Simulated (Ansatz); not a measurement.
Geometry optimisation in Ansatz: input, command and trajectory.

```yaml
crystal:
  lattice:
    - [3.9694104029, 0.0, 0.0]
    - [0.0, 3.9694104029, 0.0]
    - [0.0, 0.0, 3.9694104029]
  atoms:
    - { symbol: Sc, position: [0.0, 0.5, 0.5] }
    - { symbol: Sc, position: [0.5, 0.0, 0.5] }
    - { symbol: Sc, position: [0.5, 0.5, 0.0] }
    - { symbol: H, position: [0.0, 0.0, 0.0] }
basis:
  ecutwfc: 420
kpoints:
  mp_grid: { grid: [4, 4, 4] }
hamiltonian:
  xc: pbe
scf:
  occupations: { method: gaussian, width: 0.1 }
  lower_state_search: "off"
output:
  forces: true
  stress: true
  eigenvalues: true
relax:
  adjacent_minimum: "off"
  f_tol: 0.04
  max_steps: 70
  cell: { stress_tol: 0.4 }
```

```bash
ansatz run input.yaml --threads 1 --pin off --max-ram 2560MiB --backend cpu --events-out ev --progress --plain --runs-dir out
```

Computed with Ansatz 0.2.0, DFT PBE, scalar-relativistic, plane waves, PAW.

Of 5 frames 5 are shown, positions in Å and forces in eV/Å; the SCF threshold varies from step to step. Steps run on the plane waves of an earlier cell, with a Pulay correction in the pressure. The basis is chosen afresh for the last frame, the zero of the energies, and at times for earlier ones too; energy and pressure step there, also at an unchanged geometry.

```xyz
4
Lattice="3.9694 0.0000 0.0000 0.0000 3.9694 0.0000 0.0000 0.0000 3.9694" Properties=species:S:1:pos:R:3:forces:R:3 pbc="T T T" step=1 free_energy_over_end_meV_per_atom=208.10 pressure_GPa=16.60
Sc    0.0000    1.9847    1.9847    0.0000    0.0000    0.0000
Sc    1.9847    0.0000    1.9847    0.0000    0.0000    0.0000
Sc    1.9847    1.9847    0.0000    0.0000    0.0000    0.0000
H     0.0000    0.0000    0.0000    0.0000    0.0000    0.0000
4
Lattice="4.1629 0.0000 0.0000 0.0000 4.1629 0.0000 0.0000 0.0000 4.1629" Properties=species:S:1:pos:R:3:forces:R:3 pbc="T T T" step=2 free_energy_over_end_meV_per_atom=43.45 pressure_GPa=6.30
Sc    0.0000    2.0815    2.0815    0.0000    0.0000    0.0000
Sc    2.0815    0.0000    2.0815    0.0000    0.0000    0.0000
Sc    2.0815    2.0815    0.0000    0.0000    0.0000    0.0000
H     0.0000    0.0000    0.0000    0.0000    0.0000    0.0000
4
Lattice="4.3016 0.0000 0.0000 0.0000 4.3016 0.0000 0.0000 0.0000 4.3016" Properties=species:S:1:pos:R:3:forces:R:3 pbc="T T T" step=3 free_energy_over_end_meV_per_atom=3.09 pressure_GPa=1.03
Sc    0.0000    2.1508    2.1508    0.0000    0.0000    0.0000
Sc    2.1508    0.0000    2.1508    0.0000    0.0000    0.0000
Sc    2.1508    2.1508    0.0000    0.0000    0.0000    0.0000
H     0.0000    0.0000    0.0000    0.0000    0.0000    0.0000
4
Lattice="4.3310 0.0000 0.0000 0.0000 4.3310 0.0000 0.0000 0.0000 4.3310" Properties=species:S:1:pos:R:3:forces:R:3 pbc="T T T" step=4 free_energy_over_end_meV_per_atom=1.77 pressure_GPa=0.10
Sc    0.0000    2.1655    2.1655    0.0000    0.0000    0.0000
Sc    2.1655    0.0000    2.1655    0.0000    0.0000    0.0000
Sc    2.1655    2.1655    0.0000    0.0000    0.0000    0.0000
H     0.0000    0.0000    0.0000    0.0000    0.0000    0.0000
4
Lattice="4.3310 0.0000 0.0000 0.0000 4.3310 0.0000 0.0000 0.0000 4.3310" Properties=species:S:1:pos:R:3:forces:R:3 pbc="T T T" step=5 free_energy_over_end_meV_per_atom=0.00 pressure_GPa=0.17
Sc    0.0000    2.1655    2.1655    0.0000    0.0000    0.0000
Sc    2.1655    0.0000    2.1655    0.0000    0.0000    0.0000
Sc    2.1655    2.1655    0.0000    0.0000    0.0000    0.0000
H     0.0000    0.0000    0.0000    0.0000    0.0000    0.0000
```

The start puts this composition into another compound's structure type, which needn't suit it. At the end the space group is Pm-3m (tolerance 0.05 Å).

Time: 3.2 s on 1 thread of Intel(R) Xeon(R) 6975P-C (Granite Rapids), with other jobs on the host, peak memory 0.35 GiB.

The k mesh is coarse.